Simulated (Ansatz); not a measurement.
Hf$_{2}$CN in space group R-3m (No. 166; Hf on 6c, C on 3a, N on 3b), DFT-PBE in the program Ansatz with PAW potentials, all energies at zero smearing, with the estimated change up to a 700 eV cutoff added, with one set of potentials and settings (totals compare only within such a set). Cell of 4 atoms (2 Hf, 1 C, 1 N): -32084.793 eV.

```json
[
 {"element": "Hf", "reference phase": "P6_3/mmc, 2 atoms in the cell", "E (eV/atom)": "-15722.2087"},
 {"element": "C", "reference phase": "P6_3/mmc, 4 atoms in the cell", "E (eV/atom)": "-250.9463"},
 {"element": "N", "reference phase": "Pa-3, 8 atoms in the cell", "E (eV/atom)": "-384.0342"}
]
```

Formation energy per atom, worked out: (-32084.793 − 2×(-15722.2087) − 1×(-250.9463) − 1×(-384.0342))/4 = -1.349 eV/atom (-130 kJ per mol of atoms), at 0 K, without zero-point energy or fitted corrections.

The first step of the workflow began from a Materials Project structure, measured or hypothetical; the Crystallography Open Database copy checked does not list it. Its standing as an ambient phase is unchecked. The cell was relaxed with PBE under the symmetry of its start; whether a distortion lowers the energy is not shown. The run is not spin-polarised. The references are the lowest solids computed at this level, not always the standard phases (solids in place of the gases). Spin–orbit coupling is left out wherever it is not named.

Potentials: the earlier of the program's two PAW sets.
